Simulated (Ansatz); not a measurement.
A geometry of CeO2 away from equilibrium: step 3 of the relaxation of a generated cell, CeO2 built in the pyrite structure type. Computed with r2SCAN (plane waves to 500 eV, PAW, scalar-relativistic; Ansatz, a quantum-chemistry and plane-wave program). Γ-centred k-mesh 4×4×4 on the run's cell (coarser than for final values), Fermi–Dirac smearing 0.05 eV. The plane waves were selected for a different cell earlier on the path.

```xyz
12
Lattice="5.5762 0.0000 0.0000 0.0000 5.5762 0.0000 0.0000 0.0000 5.5762" Properties=species:S:1:pos:R:3 pbc="T T T"
Ce     0.0000     0.0000     0.0000
Ce     2.7881     2.7881     0.0000
Ce     0.0000     2.7881     2.7881
Ce     2.7881     0.0000     2.7881
O      1.9564     1.9564     1.9564
O      4.7445     0.8317     3.6198
O      3.6198     4.7445     0.8317
O      0.8317     3.6198     4.7445
O      3.6198     3.6198     3.6198
O      0.8317     4.7445     1.9564
O      1.9564     0.8317     4.7445
O      4.7445     1.9564     0.8317
```
Spin-polarised start, with parallel moments on Ce.

What forces act on the atoms (eV/Å)?


| atom | Fx | Fy | Fz |
|---|---|---|---|
| Ce1 | 0.00 | 0.00 | 0.00 |
| Ce2 | 0.00 | 0.00 | 0.00 |
| Ce3 | 0.00 | 0.00 | 0.00 |
| Ce4 | 0.00 | 0.00 | 0.00 |
| O5 | -0.32 | -0.32 | -0.32 |
| O6 | -0.32 | 0.32 | 0.32 |
| O7 | 0.32 | -0.32 | 0.32 |
| O8 | 0.32 | 0.32 | -0.32 |
| O9 | 0.32 | 0.32 | 0.32 |
| O10 | 0.32 | -0.32 | -0.32 |
| O11 | -0.32 | 0.32 | -0.32 |
| O12 | -0.32 | -0.32 | 0.32 |

The path ends in Fm-3m (No. 225) (fluorite type). No spin polarisation in the result: the starting moments vanished. The d or f electrons are treated with no Hubbard U. The 4f state was not searched, so a lower electronic state may exist.

The run could not lose the symmetry of its start; a randomly shaken copy of 6 atoms returns to this structure.
